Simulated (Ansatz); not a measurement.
Relaxed-ion elastic tensor of Cl (bcc (W type), space group No. 229) in GPa (Voigt order), DFT-PBE+D3(BJ) in the program Ansatz with PAW potentials; density 2.90 g/cm³, 20.31 Å³ per atom.

```
 47.5   33.2   33.2    0.0    0.0    0.0
 33.2   47.5   33.2    0.0    0.0    0.0
 33.2   33.2   47.5    0.0    0.0    0.0
  0.0    0.0    0.0  -86.0    0.0    0.0
  0.0    0.0    0.0    0.0  -86.0    0.0
  0.0    0.0    0.0    0.0    0.0  -86.0
```

### Question
Is the crystal mechanically stable?

### Answer
No: the smallest eigenvalue of C is -86.0 GPa.

Space group Im-3m (bcc (W type)). A made-up cell: these elements were put on the sites of a structure type; neither database checked (COD, Materials Project) lists it. It is not the usual solid phase (space group No. 64). The PBE+D3(BJ) relaxation kept the symmetry of its start. At this level the phase is dynamically unstable (imaginary phonons). The substance is a gas or liquid at ambient conditions. As this level gives no gap, shear constants depend on the k-mesh and smearing (Fermi–Dirac, 0.1 eV here). On the denser mesh and wider smearing of the elastic run this cell carries a stress of 0.4 GPa.

Potentials: the later of the program's two PAW sets.
